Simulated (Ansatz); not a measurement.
AlN:
```
CELL_PARAMETERS angstrom
      3.10664     0.00000     0.00000
     -1.55332     2.69043     0.00000
      0.00000     0.00000     4.97863
ATOMIC_POSITIONS crystal
  Al 0.66667 0.33333 0.00341
  Al 0.33333 0.66667 0.50341
  N  0.66667 0.33333 0.62179
  N  0.33333 0.66667 0.12179
```

Relaxed with r²SCAN.

Problem. Decompose the optical modes at the zone centre into irreducible representations, and say which are infrared and Raman allowed.

Solution. Point group 6mm: Γ_opt = A1 + 2B1 + E1 + 2E2. Infrared: A1, E1. Raman: A1, E1, E2.

Problem. Assign frequencies (DFPT, r²SCAN in the plane-wave PAW code Ansatz; without the LO–TO term).

Solution. E2 250, B1 559, A1 621, E2 664, E1 677, B1 740 cm⁻¹.

Subscripts of B labels follow the axes of the standard setting.

Space group P6_3mc (wurtzite). The r²SCAN relaxation kept the symmetry of its start; phonons on a q-mesh show no instability.

Potentials: the later of the program's two PAW sets.
